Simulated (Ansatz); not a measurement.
VSi (rock salt, Fm-3m) at seven volumes, DFT-PBE in the program Ansatz with PAW potentials, scaled uniformly. One row is withheld.

```tsv
V (Å³/atom)	P (GPa)
13.276	?
13.714	9.69
14.152	4.49
14.589	0.00
15.027	-3.87
15.465	-7.21
15.902	-10.09
```

Task: Fit the shown pressures and predict the withheld one.

Result: P = (3/2)B₀(x^(7/2) − x^(5/2))[1 + (3/4)(B′ − 4)(x − 1)] with x = (V₀/V)^(2/3). Least squares on the six rows gives V₀ = 14.589 Å³/atom, B₀ = 139 GPa, B′ = 3.93. At V = 13.276, x = 1.0649 and P = 15.78 GPa. The run itself gave 15.71 GPa.

The cell is a constructed one: a structure type filled with these elements; neither database checked (COD, Materials Project) lists it. Whether it is the stable phase at ambient conditions was not checked. Symmetry was held in the PBE relaxation; whether a distortion lowers the energy is not shown. The workflow began spin-polarised and lost its moments.

Potentials: the later of the program's two PAW sets.
